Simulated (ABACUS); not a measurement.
Set-up for a self-consistent single point of Mo (Im-3m, 1 atom in the cell; from Materials Project mp-129).

```yaml
crystal:
  lattice:
    - [-1.58381, 1.58381, 1.58381]
    - [1.58381, -1.58381, 1.58381]
    - [1.58381, 1.58381, -1.58381]
  atoms:
    - { symbol: Mo, position: [0.00000, 0.00000, 0.00000] }
```

All values come from this method and carry its errors: PBE, PseudoDojo 0.5 standard norm-conserving PBE (tails mended) pseudopotentials (plane waves; ABACUS).

ABACUS settings:

KPT: Gamma 15 15 15 0.5 0.5 0.5
basis_type: pw
ecutwfc: 80 Ry
smearing_method: fd
smearing_sigma: 0.00734986 Ry
potentials: PseudoDojo 0.5 standard norm-conserving PBE (tails mended)
symmetry: 1
symmetry_prec: 1e-05
ks_solver: dav
scf_nmax: 100
scf_thr: 1.0e-09 Ry
mixing_type: broyden

Results:

```
Quantity                                                  Value
------------------------------------------------  -------------
Number of valence electrons                                  14
Number of bands                                              17
Number of k-points after the program's reduction            120
Number of plane waves (most at a k-point)                  1319
Number of SCF iterations                                      6
FFT grid                                           30 × 30 × 30
Free energy E − TS                                -1912.3918 eV
Fermi level (on the code's own zero)                   21.00 eV
Pressure                                              -1.44 GPa
```

Stress (GPa, positive for compression):
```
-1.44   0.00   0.00
 0.00  -1.44   0.00
 0.00   0.00  -1.44
```

The structure comes from a collection of computed structures, made at another level of theory; the collection holds predicted forms beside known ones.

Cost on one core: about 30 core-seconds (a rough figure).

“Tails mended”: in these copies of the files the far tail of each local potential was reset to the Coulomb form.
